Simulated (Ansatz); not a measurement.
CuI$_{2}$:
```cif
data_CuI2
_chemical_formula_sum 'Cu1 I2'
_space_group_name_H-M_alt 'P 1'
_space_group_IT_number 1
_cell_length_a 3.95653
_cell_length_b 3.95653
_cell_length_c 6.53960
_cell_angle_alpha 90.000
_cell_angle_beta 90.000
_cell_angle_gamma 120.000
loop_
_space_group_symop_operation_xyz
  'x, y, z'
loop_
_atom_site_label
_atom_site_type_symbol
_atom_site_fract_x
_atom_site_fract_y
_atom_site_fract_z
_atom_site_occupancy
Cu1 Cu 0.00000 0.00000 0.00000 1
I1 I 0.33333 0.66667 0.23938 1
I2 I 0.66667 0.33333 0.76062 1
```
The run is spin-polarised; directions of the spins, atom by atom: 0 ↑ ↑.

Relaxed with r²SCAN+D4.

Task: Which orbitals make up the states near the Fermi level in plane-wave PAW r²SCAN+D4 (Ansatz code)?

Result: Within 0.5 eV of the Fermi level: I 5p 69 %, Cu 3d 30 %. Projections are on Löwdin-orthogonalised atomic valence shells; empty p or d shells of many metals are not among them.

Task: Tabulate the density of states.

Result: States/eV per cell of 3 atoms, in 0.25 eV bins, energy from the Fermi level.

| E (eV) | total | I 5p | Cu 3d | Cu 4s |
|---|---|---|---|---|
| -7.85 | 0.00 | 0.00 | 0.00 | 0.00 |
| -7.60 | 0.00 | 0.00 | 0.00 | 0.00 |
| -7.35 | 0.00 | 0.00 | 0.00 | 0.00 |
| -7.10 | 0.00 | 0.00 | 0.00 | 0.00 |
| -6.85 | 0.00 | 0.00 | 0.00 | 0.00 |
| -6.60 | 0.00 | 0.00 | 0.00 | 0.00 |
| -6.35 | 0.00 | 0.00 | 0.00 | 0.00 |
| -6.10 | 0.00 | 0.00 | 0.00 | 0.00 |
| -5.85 | 0.00 | 0.00 | 0.00 | 0.00 |
| -5.60 | 0.00 | 0.00 | 0.00 | 0.00 |
| -5.35 | 0.32 | 0.22 | 0.02 | 0.07 |
| -5.10 | 1.54 | 1.07 | 0.10 | 0.32 |
| -4.85 | 2.43 | 1.68 | 0.15 | 0.51 |
| -4.60 | 2.22 | 1.61 | 0.16 | 0.33 |
| -4.35 | 2.98 | 2.33 | 0.33 | 0.20 |
| -4.10 | 3.26 | 2.53 | 0.53 | 0.09 |
| -3.85 | 2.50 | 1.71 | 0.70 | 0.04 |
| -3.60 | 5.00 | 1.95 | 2.96 | 0.04 |
| -3.35 | 4.69 | 2.29 | 2.28 | 0.03 |
| -3.10 | 3.79 | 1.98 | 1.71 | 0.04 |
| -2.85 | 6.98 | 2.94 | 3.92 | 0.03 |
| -2.60 | 5.66 | 1.82 | 3.74 | 0.03 |
| -2.35 | 9.17 | 1.75 | 7.26 | 0.08 |
| -2.10 | 9.41 | 2.26 | 6.98 | 0.07 |
| -1.85 | 5.02 | 2.44 | 2.48 | 0.02 |
| -1.60 | 2.73 | 1.72 | 0.94 | 0.01 |
| -1.35 | 1.94 | 1.40 | 0.49 | 0.01 |
| -1.10 | 2.25 | 1.72 | 0.48 | 0.00 |
| -0.85 | 2.52 | 1.95 | 0.52 | 0.01 |
| -0.60 | 3.53 | 2.54 | 0.93 | 0.01 |
| -0.35 | 3.95 | 2.76 | 1.13 | 0.01 |
| -0.10 | 2.33 | 1.52 | 0.76 | 0.01 |
| 0.15 | 2.99 | 2.02 | 0.93 | 0.00 |
| 0.40 | 0.77 | 0.56 | 0.21 | 0.00 |
| 0.65 | 0.00 | 0.00 | 0.00 | 0.00 |
| 0.90 | 0.00 | 0.00 | 0.00 | 0.00 |
| 1.15 | 0.00 | 0.00 | 0.00 | 0.00 |
| 1.40 | 0.00 | 0.00 | 0.00 | 0.00 |
| 1.65 | 0.00 | 0.00 | 0.00 | 0.00 |
| 1.90 | 0.00 | 0.00 | 0.00 | 0.00 |
| 2.15 | 0.00 | 0.00 | 0.00 | 0.00 |
| 2.40 | 0.00 | 0.00 | 0.00 | 0.00 |
| 2.65 | 0.00 | 0.00 | 0.00 | 0.00 |
| 2.90 | 0.00 | 0.00 | 0.00 | 0.00 |
| 3.15 | 0.39 | 0.09 | 0.00 | 0.22 |
| 3.40 | 1.06 | 0.26 | 0.01 | 0.56 |
| 3.65 | 1.45 | 0.37 | 0.01 | 0.73 |
| 3.90 | 1.28 | 0.33 | 0.00 | 0.62 |
| 4.15 | 1.26 | 0.32 | 0.00 | 0.59 |
| 4.40 | 1.04 | 0.26 | 0.00 | 0.47 |
| 4.65 | 0.79 | 0.17 | 0.00 | 0.34 |

Space group P-3m1 (CdI2 type). The start of the workflow was typed in or built on a structure type; neither database checked (COD, Materials Project) lists it. Its standing as an ambient phase is unchecked. The r²SCAN+D4 relaxation kept the symmetry of its start; whether a distortion lowers the energy is not shown. Spin order of the final state: ferromagnetic, the only order run, not a proven ground state. The cell computed holds one magnetic atom, so no antiferromagnetic order was within reach. Other orbital occupations within this spin state were not tried. No Hubbard U is applied. The compound may be a true metal, but semilocal functionals without U, or a wrong spin order, can also close a gap. Spin–orbit coupling is left out wherever it is not named.

Potentials: the earlier of the program's two PAW sets.
